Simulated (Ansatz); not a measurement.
Relaxed-ion elastic tensor of TiC (rock salt, Fm-3m) in GPa (Voigt order), r²SCAN (plane waves, PAW; program Ansatz); density 4.91 g/cm³, 10.13 Å³ per atom.

```
529  129  129  0.0  0.0  0.0
129  529  129  0.0  0.0  0.0
129  129  529  0.0  0.0  0.0
0.0  0.0  0.0  189  0.0  0.0
0.0  0.0  0.0  0.0  189  0.0
0.0  0.0  0.0  0.0  0.0  189
```

Is the crystal mechanically stable?

Yes: the smallest eigenvalue of C is 189 GPa.

Work out the Voigt, Reuss and Hill averages.

K_V = 262, K_R = 262, K_H = 262; G_V = 193, G_R = 193, G_H = 193 GPa.

Give Young's modulus, Poisson's ratio, Pugh's ratio and the universal anisotropy index.

E = 9KG/(3K + G) = 465 GPa; ν = 0.20; K/G = 1.36 (brittle by the Pugh limit of 1.75); A_U = 5G_V/G_R + K_V/K_R − 6 = 0.00.

Estimate the sound speeds and the Debye temperature.

v_l = √((K + 4G/3)/ρ) = 10300 m/s, v_t = √(G/ρ) = 6270 m/s, mean 6930 m/s; Θ = (h/k)(3n/4πV)^(1/3) v_m = 953 K.

Give the Zener ratio and Young's modulus along [100], [110] and [111].

A = 2C44/(C11 − C12) = 0.94; 1/E = S11 − 2(S11 − S12 − S44/2)Γ with Γ = 0, 1/4, 1/3 gives 478, 462, 456 GPa.

Solve the Christoffel equation for the three sound speeds along [100], [110], [111].

Eigenvalues of C_ijkl n_j n_l equal ρv². In km/s, slowest first: [100] 6.20, 6.20, 10.38; [110] 6.20, 6.38, 10.27; [111] 6.32, 6.32, 10.23.

The r²SCAN relaxation kept the symmetry of its start; of distortions, only those at the zone centre were tested. The run is not spin-polarised. As this level gives no gap, shear constants depend on the k-mesh and smearing (Fermi–Dirac, 0.1 eV here).

Potentials: the later of the program's two PAW sets.
